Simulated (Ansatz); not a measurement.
The start is a generated cell, LiTaS2 built in the AFLOW prototype ABC2_hP8_194_d_a_f (as in AlCr2C). The cell and all atomic positions are relaxed at zero pressure with r2SCAN (plane waves to 500 eV, PAW, scalar-relativistic; Ansatz, an electronic-structure program). The first steps use a coarse 8×8×2 k-mesh.

Input geometry:
```yaml
crystal:
  lattice:
    - [3.18272, 0.00000, 0.00000]
    - [-1.59136, 2.75631, 0.00000]
    - [0.00000, 0.00000, 14.26659]
  atoms:
    - { symbol: Li, position: [0.33333, 0.66667, 0.75000] }
    - { symbol: Li, position: [0.66667, 0.33333, 0.25000] }
    - { symbol: S, position: [0.33333, 0.66667, 0.08600] }
    - { symbol: S, position: [0.66667, 0.33333, 0.58600] }
    - { symbol: S, position: [0.66667, 0.33333, 0.91400] }
    - { symbol: S, position: [0.33333, 0.66667, 0.41400] }
    - { symbol: Ta, position: [0.00000, 0.00000, 0.00000] }
    - { symbol: Ta, position: [0.00000, 0.00000, 0.50000] }
```

```yaml
initial_pressure: "+54 GPa (positive: the cell is compressed)"
largest_initial_force: about 9.6 eV/Å, on S3, S4, S5, S6 (atoms numbered as listed)
outcome: The space group stays P6₃/mmc (No. 194) (the run could not lower it); the end is AFLOW prototype ABC2_hP8_194_d_a_f (as in AlCr2C), with 8 atoms in the primitive cell
energy_released: 1.05 eV/atom
volume_change: +5.0 %, from 15.64 to 16.42 Å³/atom
band_gap_at_the_end: no gap (metallic)
optimiser_moves: 9
```

Relaxed structure:

```cif
data_Li2S4Ta2
_chemical_formula_sum 'Li2 S4 Ta2'
_space_group_name_H-M_alt 'P63/mmc'
_space_group_IT_number 194
_space_group_name_Hall '-P 6c 2c'
_cell_length_a 3.36773
_cell_length_b 3.36773
_cell_length_c 13.37364
_cell_angle_alpha 90.000
_cell_angle_beta 90.000
_cell_angle_gamma 120.000
loop_
_atom_site_label
_atom_site_type_symbol
_atom_site_symmetry_multiplicity
_atom_site_Wyckoff_symbol
_atom_site_fract_x
_atom_site_fract_y
_atom_site_fract_z
_atom_site_occupancy
Li1 Li 2 d 0.66667 0.33333 0.25000 1
S1 S 4 f 0.33333 0.66667 0.11799 1
Ta1 Ta 2 a 0.00000 0.00000 0.00000 1
```

Final values are on a 16×16×4 k-mesh of the relaxed cell. No spin polarisation in the result.

The run could not lose the symmetry of its start.

The first start was generated by placing the elements on the sites of a structure type. Materials Project lists a structure of LiTaS2 in the same space group, P6₃/mmc (No. 194); the sites were not compared with it, nor with measured phases.
